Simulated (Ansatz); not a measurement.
TiGeS$_{3}$ in space group Pnma (No. 62; Pearson symbol oP20), plane-wave PAW LDA (Ansatz code). The conduction-band minimum lies on the Γ–X line, 96 % of the way from Γ, with 2 equivalent valleys. Second derivatives d²E/dk² of the lowest band at one valley (eV·Å²), along Cartesian directions:

```csv
direction,d²E/dk²
[100],22.57
[010],30.86
[001],2.164
[110],26.71
[101],12.37
[011],16.50
```

Problem. Find the principal effective masses, the density-of-states mass and the conductivity mass.

Solution. Off-diagonal terms follow from H_xy = H[110] − (H_xx + H_yy)/2, and m*/mₑ = 7.620 eV·Å² over each eigenvalue: 0.25, 0.34, 3.5. One valley's DOS mass (m₁m₂m₃)^(1/3) = 0.66, conductivity mass 3/(Σ 1/mᵢ) = 0.41 mₑ.

Problem. What effective density of states Nc follows at 300 K for parabolic valleys?

Solution. Nc = 2.509e19 × 2 × (0.66)^(3/2) ≈ 2.7e19 cm⁻³.

The first step of the workflow began from a Materials Project structure, measured or hypothetical; the Crystallography Open Database files this formula in space group No. 62, but the cells were not matched. Its standing as an ambient phase is unchecked. Symmetry was held in the LDA relaxation; whether a distortion lowers the energy is not shown. No spin polarisation was allowed. A crystal of weakly bound chains computed without a dispersion correction: the cell and the soft elastic constants depend strongly on that. Spin–orbit coupling is left out wherever it is not named.

Potentials: the later of the program's two PAW sets.

Edges and masses are those of Kohn–Sham bands, whose gap is no quasiparticle gap.
